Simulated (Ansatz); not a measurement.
GeSe:
```cif
data_Ge4Se4
_chemical_formula_sum 'Ge4 Se4'
_space_group_name_H-M_alt 'P 1'
_space_group_IT_number 1
_cell_length_a 7.75790
_cell_length_b 3.83996
_cell_length_c 5.82884
_cell_angle_alpha 90.000
_cell_angle_beta 90.000
_cell_angle_gamma 90.000
loop_
_space_group_symop_operation_xyz
  'x, y, z'
loop_
_atom_site_label
_atom_site_type_symbol
_atom_site_fract_x
_atom_site_fract_y
_atom_site_fract_z
_atom_site_occupancy
Ge1 Ge 0.48859 0.25000 0.77520 1
Ge2 Ge 0.98859 0.25000 0.72480 1
Ge3 Ge 0.51141 0.75000 0.22480 1
Ge4 Ge 0.01141 0.75000 0.27520 1
Se1 Se 0.82047 0.25000 0.11088 1
Se2 Se 0.32047 0.25000 0.38912 1
Se3 Se 0.17953 0.75000 0.88912 1
Se4 Se 0.67953 0.75000 0.61088 1
```

Relaxed with PBEsol.

Problem. Decompose the optical modes at the zone centre into irreducible representations, and say which are infrared and Raman allowed.

Solution. Point group mmm: Γ_opt = 4Ag + 2Au + 2B1g + 3B1u + 4B2g + B2u + 2B3g + 3B3u. Infrared: B1u, B2u, B3u. Raman: Ag, B1g, B2g, B3g.

Problem. Assign frequencies (DFPT, PBEsol in the plane-wave PAW code Ansatz; without the LO–TO term).

Solution. Ag 38, B3u 47, Au 56, B1g 61, B2g 70, B1u 78, B3g 86, Ag 109, B2g 126, B2u 132, B1g 140, B3u 143, Au 155, B3g 156, Ag 157, B1u 164, B2g 165, B3u 180, Ag 192, B2g 206, B1u 210 cm⁻¹.

Subscripts of B labels follow the axes of the standard setting.

Space group Pnma. Symmetry was held in the PBEsol relaxation. The volume moved by 33 % from the start of the relaxation.

Potentials: the later of the program's two PAW sets.
